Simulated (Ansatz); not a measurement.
Input and command of a calculation in Ansatz (plane waves; scalar-relativistic PAW potentials unless the input names others):

```yaml
crystal:
  lattice:
    - [2.9904138122, 0.0, 0.0]
    - [-1.4952069061, 2.5897743292, 0.0]
    - [0.0, 0.0, 4.5601917682]
  atoms:
    - { symbol: Ti, position: [0.3333333333, 0.6666666667, 0.25] }
    - { symbol: Ti, position: [0.6666666667, 0.3333333333, 0.75] }
basis:
  ecutwfc: "500 eV"
kpoints:
  mp_grid: { grid: [24, 24, 14] }
hamiltonian:
  xc: pbe
  pseudopotentials: { kind: nc }
scf:
  occupations: { method: gaussian, width: 0.15 }
output:
  forces: true
  eigenvalues: true
  stress: true
```

```bash
ansatz run input.yaml --threads 1 --pin off --max-ram 2560MiB --backend cpu --events-out ev --progress --plain --runs-dir out
```

Abridged log:
```
Warning: basis.ecutwfc = 500 eV is below the records' recommended 1155 eV, and the density's cutoff is lower with it unless basis.ecutrho_ratio is high enough to keep the records' density cutoff: compare with a run at a higher cutoff
Pseudopotentials: kind: nc
Pseudopotential: Ti, nc, valence charge 12, recommended cutoff 1155 eV (normal), Ti.nc.azcp
Functional definition: PBE
Crystal: 2 atoms, lattice volume = 35.316 Å³
Basis set: ecut = 500 eV, 929 PW (Γ), exchange–correlation on 48×48×72 points (8 copies of the dense FFT grid, shifted against one another)
Bands: 16, of which v1, the nominal top of the filled ones, is band 12 counted from 1 (11 counted from 0)
Symmetry: 24 space group operations
Space group: P63/mmc (ITA 194), of the structure as read, at distance tolerance 3.3e-5 Å
k-points: 488 of 8064
Initial density: superposition of atomic densities (chi_scale 0.1, normalization cell)
Initial wavefunctions: pseudopotential atomic-orbital guess
Functional: x = pbe(κ = 0.804, μ = 0.21951497), c = pbe(β = 0.06672455)
SCF iter   1: F=—  HF=-3227.447418 eV  |F-HF|=—  |Δ(HF+E_count)|=         —  Δρ=1.53e-1  dr2=7.26e0  ethr=3.10e-3  ⟨swp⟩=6.1  Hψ=45285  notcnv=0
SCF iter   2: F=—  HF=-3225.101842 eV  |F-HF|=—  |Δ(HF+E_count)|=    2.35e0  Δρ=6.93e-2  dr2=1.71e0  ethr=3.10e-3  ⟨swp⟩=4.0  Hψ=24179  notcnv=0  defer=30
SCF iter   3: F=—  HF=-3224.491547 eV  |F-HF|=—  |Δ(HF+E_count)|=   6.10e-1  Δρ=8.46e-3  dr2=6.73e-3  ethr=3.10e-3  ⟨swp⟩=4.1  Hψ=20478  notcnv=0  defer=30
SCF iter   4: F=—  HF=-3224.489759 eV  |F-HF|=—  |Δ(HF+E_count)|=   1.79e-3  Δρ=1.03e-3  dr2=2.10e-4  ethr=2.80e-5  ⟨swp⟩=2.9  Hψ=19430  notcnv=0  defer=6
SCF iter   5: F=—  HF=-3224.489769 eV  |F-HF|=—  |Δ(HF+E_count)|=   9.50e-6  Δρ=6.38e-5  dr2=8.41e-7  ethr=8.75e-7  ⟨swp⟩=3.5  Hψ=14172  notcnv=0  defer=6
SCF iter   6: F=—  HF=-3224.489772 eV  |F-HF|=—  |Δ(HF+E_count)|=   2.78e-6  Δρ=9.85e-6  dr2=1.40e-8  ethr=4.17e-10  ⟨swp⟩=12.3  Hψ=55741  notcnv=0
SCF iter   7: F=-3224.489772 eV  HF=-3224.489772 eV  |F-HF|=4.00e-11  |Δ(HF+E_count)|=   6.85e-9  Δρ=2.02e-6  dr2=4.42e-10  ethr=5.83e-11  ⟨swp⟩=3.8  Hψ=31852  notcnv=0
SCF 1 converged in 7 iterations: F = -3224.489772 eV  dr2 = 4.42e-10
SCF converged after 7 iterations
Free energy (F): -3224.489772 eV
Harris-Foulkes:  -3224.489772 eV  (|F-HF|=4.00e-11)
Internal energy: -3224.474893 eV  (E = F + TS)
E sigma→0 (E₀):  -3224.482332 eV
Entropy (-TS):   -0.014879 eV (-7.439 meV/atom)
Fermi energy:    14.049424 eV
--- Forces (eV/Å), atoms counted from 1 ---
  atom   1  Ti     0.00000000     0.00000000     0.00000000
  atom   2  Ti     0.00000000     0.00000000     0.00000000
--- Stress (GPa, compression-positive) ---
        0.585735       0.000000       0.000000
        0.000000       0.585735       0.000000
        0.000000       0.000000      12.420249
  P = ⅓ Tr σ = 4.5306 GPa (45.306 kbar)
```

Apart from outputs and empty bands, the input differs from a reference run on usual settings in hamiltonian.pseudopotentials: not typed → {"kind": "nc"}; basis.ecutwfc: 420 → "500 eV". The reference, at the same geometry (not necessarily relaxed), gave pressure -1.54 GPa, largest force 0.000 eV/Å, no gap on the mesh. This run converged in 7 SCF iterations (reference: 6) with a total energy on another zero, pressure 4.53 GPa, largest force 0.000 eV/Å, no gap on the mesh. Its cutoff is looser than usual. The Hamiltonian differs as well, so the change in the result can't be put down to that alone.

It took 41 s on 1 thread of AMD EPYC (Zen 3), with other jobs on the host, peak memory 0.45 GiB.